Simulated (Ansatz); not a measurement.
Task: MoW (rock salt, Fm-3m) is relaxed with plane-wave PAW PBEsol (Ansatz code). What lattice parameters of the conventional cell result?

Result: a = 5.180 Å.

The start of the workflow was typed in or built on a structure type; neither database checked (COD, Materials Project) lists it. Whether it is the stable phase at ambient conditions was not checked. The PBEsol relaxation kept the symmetry of its start. At this level the phase is mechanically unstable. The run is not spin-polarised. Its formation energy is positive at this level, so the cell may be metastable or incomplete. Spin–orbit coupling is left out wherever it is not named.

Potentials: the later of the program's two PAW sets.
